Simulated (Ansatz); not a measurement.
CdGeAs2 (I-42d) from a database of computed structures, relaxed with r2SCAN in the PAW code Ansatz. It is tetragonal, I-42d (No. 122); conventional cell a = 5.980 Å, c = 11.304 Å, 25.27 Å³ an atom. Around Cd lie 4 As at 2.65 Å; around Ge lie 4 As at 2.45 Å; around As lie 2 Ge at 2.45 Å and 2 Cd at 2.65 Å.

The axes x, y and z are those of this cell:
```yaml
crystal:
  lattice:
    - [-2.99010, 2.99010, 5.65191]
    - [2.99010, -2.99010, 5.65191]
    - [2.99010, 2.99010, -5.65191]
  atoms:
    - { symbol: Cd, position: [0.25000, 0.75000, 0.50000] }
    - { symbol: Cd, position: [0.50000, 0.50000, 0.00000] }
    - { symbol: Ge, position: [0.00000, 0.00000, 0.00000] }
    - { symbol: Ge, position: [0.75000, 0.25000, 0.50000] }
    - { symbol: As, position: [0.87500, 0.34634, 0.97134] }
    - { symbol: As, position: [0.65366, 0.62500, 0.52866] }
    - { symbol: As, position: [0.37500, 0.90366, 0.02866] }
    - { symbol: As, position: [0.09634, 0.12500, 0.47134] }
```

Unstrained: The HSE06 gap is direct at Γ: 0.447 eV. Meshes: HSE06 4×4×4. Strains are changes of length per length. After each strain the atoms were relaxed again with r2SCAN in this cell and within any symmetry left, so distortions that break it or need a larger cell weren't tested; points keep the names that they have in the unstrained zone. Calculated for a static, non-magnetic cell.

(1) For epitaxial +1.0 % in the xy plane, how far does the free direction move, and what happens to the gap?

(2) Apply epitaxial +3.0 % in the xy plane, free normal strain -3.75 %. How far does the gap move, against the unstrained cell?

(3) For epitaxial -1.0 % in the xy plane, how far does the free direction move, and what happens to the gap?

(4) Apply epitaxial -3.0 % in the xy plane, free normal strain +3.40 %. How far does the gap move, against the unstrained cell?

(5) For epitaxial +2.0 % in the xy plane, how far does the free direction move, and what happens to the gap?

(6) Estimate what epitaxial -2.0 % in the xy plane, free normal strain +2.28 % does to the gap.

(7) Order the strained cells by their HSE06 gap, smallest first.
A. epitaxial +2.0 % in the xy plane
B. epitaxial -2.0 % in the xy plane
C. epitaxial +1.0 % in the xy plane
D. epitaxial -3.0 % in the xy plane
E. epitaxial -1.0 % in the xy plane
F. epitaxial +3.0 % in the xy plane

## Answers

(1) The normal strain at zero normal stress is -1.24 %, 1.24 of the in-plane strain with the sign turned. HSE06: the gap goes from 0.447 to 0.356 eV (-0.091 eV); with HSE06 the top three valence levels at Γ, grouped 1+2 from the top over 239 meV, become 1+2 over 335 meV.

(2) HSE06: the gap goes from 0.447 to 0.173 eV (-0.275 eV); with HSE06 the top three valence levels at Γ, grouped 1+2 from the top over 239 meV, become 1+2 over 510 meV.

(3) The normal strain at zero normal stress is +1.14 %, 1.14 of the in-plane strain with the sign turned. HSE06: the gap goes from 0.447 to 0.543 eV (+0.095 eV); with HSE06 the top three valence levels at Γ, grouped 1+2 from the top over 239 meV, become 1+2 over 140 meV.

(4) HSE06: the gap goes from 0.447 to 0.651 eV (+0.204 eV); with HSE06 the top three valence levels at Γ, grouped 1+2 from the top over 239 meV, become 2+1 over 80 meV.

(5) The normal strain at zero normal stress is -2.46 %, 1.23 of the in-plane strain with the sign turned. HSE06: the gap goes from 0.447 to 0.264 eV (-0.184 eV); with HSE06 the top three valence levels at Γ, grouped 1+2 from the top over 239 meV, become 1+2 over 424 meV.

(6) HSE06: the gap goes from 0.447 to 0.637 eV (+0.190 eV); with HSE06 the top three valence levels at Γ, grouped 1+2 from the top over 239 meV, become 1+2 over 33 meV.

(7) F (0.17 eV), A (0.26 eV), C (0.36 eV), E (0.54 eV), B (0.64 eV), D (0.65 eV).

Spin-orbit coupling is left out.

The splittings at Γ are without spin-orbit coupling, which is tenths of an eV in such compounds, regroups them and changes the shifts of the gap.
